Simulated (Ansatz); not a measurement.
## Comparing deformations in W3O

Theory: DFT PBEsol, scalar-relativistic, plane waves, PAW (Ansatz 0.2.0). Cutoff 420 eV, Γ-centred 8×8×8 k-points, Gaussian smearing of 0.15 eV. Spin–orbit coupling is left out, which matters for the heavy elements here. No spin polarisation. Energies are free energies at this smearing, counted from the undisturbed cell; pressure is positive in compression.

The starting cell (relaxed at this level; it needn't be the usual structure):

```
CELL_PARAMETERS angstrom
4.83135 0.00000 0.00000
0.00000 4.83135 0.00000
0.00000 0.00000 4.83135
ATOMIC_POSITIONS crystal
W 0.50000 0.75000 0.00000
W 0.00000 0.50000 0.75000
W 0.25000 0.00000 0.50000
W 0.50000 0.25000 0.00000
W 0.00000 0.50000 0.25000
W 0.75000 0.00000 0.50000
O 0.50000 0.50000 0.50000
O 0.00000 0.00000 0.00000
```

The cell is strained by ε times a Voigt pattern (xx, yy, zz, yz, xz, xy; engineering shear) with fractional coordinates fixed. τ = (1/V0) dE/dε comes from the stress tensor. Of each scan, only the three points used here are listed.

| pattern | ε | τ (GPa) |
| --- | --- | --- |
| (0, 0, 0, 0, 0, 1) | -0.0075 | -0.091 |
| (0, 0, 0, 0, 0, 1) | 0.0000 | 0.000 |
| (0, 0, 0, 0, 0, 1) | 0.0075 | 0.091 |
| (1, 1, 0, 0, 0, 0) | -0.0150 | -17.31 |
| (1, 1, 0, 0, 0, 0) | 0.0000 | 0.08 |
| (1, 1, 0, 0, 0, 0) | 0.0150 | 15.92 |
| (0, 0, 1, 0, 0, 0) | -0.0150 | -5.22 |
| (0, 0, 1, 0, 0, 0) | 0.0000 | 0.04 |
| (0, 0, 1, 0, 0, 0) | 0.0150 | 4.53 |

Which constants do the scans give, and which deformation costs least for the same size of strain tensor?

The slope dτ/dε at zero (parabola through three points) is pᵀCp: (0, 0, 0, 0, 0, 1) gives C44 = 12.1 GPa; (1, 1, 0, 0, 0, 0) gives 2(C11 + C12) = 1108 GPa; (0, 0, 1, 0, 0, 0) gives C11 = 325 GPa. The size of the strain tensor, ε:ε, is ε² times 0.5, 2.0, 1.0. Per unit of it the stiffnesses are 24.2, 554, 325 GPa, so (0, 0, 0, 0, 0, 1) is the softest of these: at ε:ε = (1 %)² the quadratic term costs 0.11 meV/atom against 2.44 for the stiffest. These are clamped-ion values.

What else follows for this cubic crystal?

From the unrounded slopes C11 = 325.2 and C12 = 228.7 GPa, so B = (C11 + 2 C12)/3 = 261 GPa and the Poisson ratio for a pull along a cube edge is C12/(C11 + C12) = 0.41.

How anisotropic is this cubic crystal?

Zener's ratio 2 C44/(C11 − C12) = 0.25 with clamped ions; it is 1 for an isotropic solid.

Forces appear on the atoms along this scan, and letting them relax would lower the energy and soften the response. No gap shows at this level, though a semilocal functional can close a small gap that the real compound has; without a gap these slopes depend on the k mesh and the smearing.